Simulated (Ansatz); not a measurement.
P (black-P type, space group Cmce)

```yaml
crystal:
  lattice:
    - [1.65109, -5.34545, 0.00000]
    - [1.65109, 5.34545, 0.00000]
    - [0.00000, 0.00000, 4.46660]
  atoms:
    - { symbol: P, position: [0.40091, 0.59909, 0.58506] }
    - { symbol: P, position: [0.59909, 0.40091, 0.41494] }
    - { symbol: P, position: [0.90091, 0.09909, 0.91494] }
    - { symbol: P, position: [0.09909, 0.90091, 0.08506] }
```

In each cell atom 2 (P, nearest neighbour P at 2.213 Å; its periodic images, 3.3 Å or more away, move with it) moves by s·(0.577, 0.577, 0.577) (along Cartesian [111]), the rest being held.

All values below come from r2SCAN+rVV10 (plane waves to 500 eV, PAW, scalar-relativistic; Ansatz, a program for electronic structure). k mesh 8×8×6 (Γ-centred), Fermi-Dirac smearing 0.05 eV. Energies are smeared free energies. With partly filled bands, energies and forces of such displacements shift with the k mesh and the smearing. P was relaxed with its symmetry unable to fall. The PAW data are Ansatz's earlier set. The zero of ΔE is the undisplaced structure. The last digit holds for this mesh only.

```
s (Å)   ΔE (meV/cell)
------  -------------
-0.660         3159.8
-0.528       withheld
-0.396         1060.7
-0.264          455.0
-0.132          110.7
0.000             0.0
0.132           105.7
0.264           421.3
0.396           946.1
0.528          1679.4
0.660          2602.5
```

Fit a polynomial form (powers 2, 3, 4) to the given rows and predict ΔE at s = -0.528.

Least squares on the 10 given rows: ΔE = (6292)·s² + (-959.8)·s³ + (747.5)·s⁴, in meV/cell with s in Å; root-mean-square residual 3.82 meV/cell. At -0.528 the fit gives 1953.5 meV/cell; the calculation gives 1960.4 meV/cell, so the interpolation is off by -6.9 (-0.4 %). The quadratic term alone would give 1754.1 meV/cell.

(For displaced atoms, the force is minus the slope of the energy, and its curvature is a force constant, which sets phonon frequencies.)
